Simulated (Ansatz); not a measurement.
Given:

TiSi:
```yaml
crystal:
  lattice:
    - [6.50379, 0.00000, 0.00000]
    - [0.00000, 3.63344, 0.00000]
    - [0.00000, 0.00000, 4.98938]
  atoms:
    - { symbol: Ti, position: [0.67586, 0.25000, 0.37152] }
    - { symbol: Ti, position: [0.32414, 0.75000, 0.62848] }
    - { symbol: Ti, position: [0.82414, 0.75000, 0.87152] }
    - { symbol: Ti, position: [0.17586, 0.25000, 0.12848] }
    - { symbol: Si, position: [0.54401, 0.25000, 0.85530] }
    - { symbol: Si, position: [0.45599, 0.75000, 0.14470] }
    - { symbol: Si, position: [0.95599, 0.75000, 0.35530] }
    - { symbol: Si, position: [0.04401, 0.25000, 0.64470] }
```

This is the r²SCAN-relaxed structure.

**Question.** All from r²SCAN (plane waves, PAW; program Ansatz), unless another level is named. Predict the electronic character.

**Answer.** metallic (no gap).

**Question.** Give the formation energy from the elements (no fitted shifts).

**Answer.** -0.80 eV/atom.

**Question.** What about the density of states at the Fermi level?

**Answer.** 0.21 states/eV per atom (mean over ±0.08 eV).

Space group Pnma. The first step of the workflow began from a Materials Project structure, measured or hypothetical; the Crystallography Open Database copy checked does not list it. COD files the formula under space group No. 25, so this cell is another polymorph or a model. Whether it is the stable phase at ambient conditions was not checked. The cell was relaxed with r²SCAN under the symmetry of its start; its stability against distortions is not shown here. The run is not spin-polarised. The references are the lowest solids computed at this level, not always the standard phases.

Potentials: the later of the program's two PAW sets.
